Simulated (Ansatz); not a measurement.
According to the program Ansatz at the PBEsol level (PAW), SiGe in the trigonal phase (R-3m; Ge on 3a, Si on 3b) relaxes to a = 2.859 Å, c = 14.062 Å. Ge has 12 nearest neighbours from 2.86 Å (cuboctahedral); Si has 12 nearest neighbours from 2.86 Å (cuboctahedral). Against the elements it lies at 0.42 eV/atom, with no fitted shifts.

Electronic character: metallic (no gap). Gap from PBEsol with spin–orbit coupling: none (metallic).

An equation-of-state fit gives a bulk modulus of 81.2 GPa. The highest mode at Γ lies at 191 cm^-1.

The start of the workflow was typed in or built on a structure type; neither database checked (COD, Materials Project) lists it. Its standing as an ambient phase is unchecked. The cell was relaxed with PBEsol under the symmetry of its start; of distortions, only those at the zone centre were tested, and some modes there are weakly imaginary. Its formation energy is positive at this level, so the cell may be metastable or incomplete. As this level gives no gap, phonon frequencies hold no LO–TO term and depend on the k-mesh and smearing (Fermi–Dirac, 0.1 eV here). The references are the lowest solids computed at this level, not always the standard phases. Spin–orbit coupling is left out wherever it is not named.

Potentials: the later of the program's two PAW sets.
